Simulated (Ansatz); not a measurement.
**Vibrational response of TiAsS3**

These are results of Ansatz, DFT PBE, scalar-relativistic, plane waves, PAW, not measurements. Cutoff 420 eV, 6×6×4 k-points (Γ-centred), fixed occupations. No spin polarisation. Phonons by linear response, acoustic sum rule imposed.

Equilibrium structure at this level:
```yaml
crystal:
  lattice:
    - [3.57315, -5.24116, -0.00181]
    - [3.57315, 5.24116, -0.00181]
    - [-2.79478, 0.00000, 6.54422]
  atoms:
    - { symbol: Ti, position: [0.34766, 0.65234, 0.00000] }
    - { symbol: Ti, position: [0.65234, 0.34766, 0.00000] }
    - { symbol: As, position: [0.08583, 0.08583, 0.19229] }
    - { symbol: As, position: [0.91417, 0.91417, 0.80771] }
    - { symbol: S, position: [0.44891, 0.09231, 0.19294] }
    - { symbol: S, position: [0.09231, 0.44891, 0.19294] }
    - { symbol: S, position: [0.67077, 0.67077, 0.23811] }
    - { symbol: S, position: [0.55109, 0.90769, 0.80706] }
    - { symbol: S, position: [0.90769, 0.55109, 0.80706] }
    - { symbol: S, position: [0.32923, 0.32923, 0.76189] }
```

It was reached by relaxing an invented guess, and it needn't be the stable form of this composition. Modes under 40 cm⁻¹ are poorly fixed. No dispersion correction is applied, so modes and constants that involve weak contacts between layers, chains or molecules come out too soft.

Task: Is this structure stable against zone-centre distortions?

Result: Yes, at Γ: no optical mode is imaginary. Strains and other wave vectors aren't tested by this run.

Task: List the optical modes at Γ without the LO field (i marks imaginary ones).

Result:
```
frequency (cm⁻¹)  degeneracy  IR intensity of the level ((D/Å)²/amu)
              39           1                                    0.00
              53           1                                    0.03
              93           1                                    0.00
              95           1                                    0.00
             119           1                                    0.00
             121           1                                    6.57
             124           1                                    0.07
             133           1                                    6.30
             143           1                                    0.00
             150           1                                    0.65
             156           1                                    0.00
             195           1                                    5.55
             207           1                                    0.00
             219           1                                   58.87
             230           1                                    0.00
             231           1                                    0.00
             243           1                                    0.00
             264           1                                   16.66
             269           1                                    0.00
             281           1                                    0.00
             315           1                                   10.37
             324           1                                   19.40
             325           1                                   16.60
             329           1                                    0.00
             345           1                                    0.00
             385           1                                    0.00
             402           1                                    4.69
```
